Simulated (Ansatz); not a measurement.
Sn (simple hexagonal, P6/mmm) under volume change, PBE (plane waves, PAW; program Ansatz), shape and atoms relaxed at each volume.

```
V (Å³/atom)  E − E(relaxed) (meV/atom)  P (GPa)
-----------  -------------------------  -------
25.803                            41.2     5.65
26.654                             [?]      [?]
27.504                             4.1     1.58
28.355                             0.0     0.00
29.206                             3.6    -1.33
30.056                             [?]      [?]
30.907                            29.1    -3.34
```

Task: What belongs in the gaps?

Result: 
- 30.056, E − E(relaxed) (meV/atom): 13.7
- 30.056, P (GPa): -2.43
- 26.654, E − E(relaxed) (meV/atom): 17.3
- 26.654, P (GPa): 3.44

Task: What does a third-order Birch–Murnaghan fit give for V₀, B₀ and B′?

Result: V₀ = 28.36 Å³/atom, B₀ = 47.8 GPa, B′ = 4.8.

The start of the workflow was typed in or built on a structure type; neither database checked (COD, Materials Project) lists it. It is not the phase usual at ambient conditions (space group No. 141). The PBE relaxation kept the symmetry of its start; its stability against distortions is not shown here. Scalar-relativistic: spin–orbit coupling is off unless named, which matters more the heavier the elements.

Potentials: the later of the program's two PAW sets.
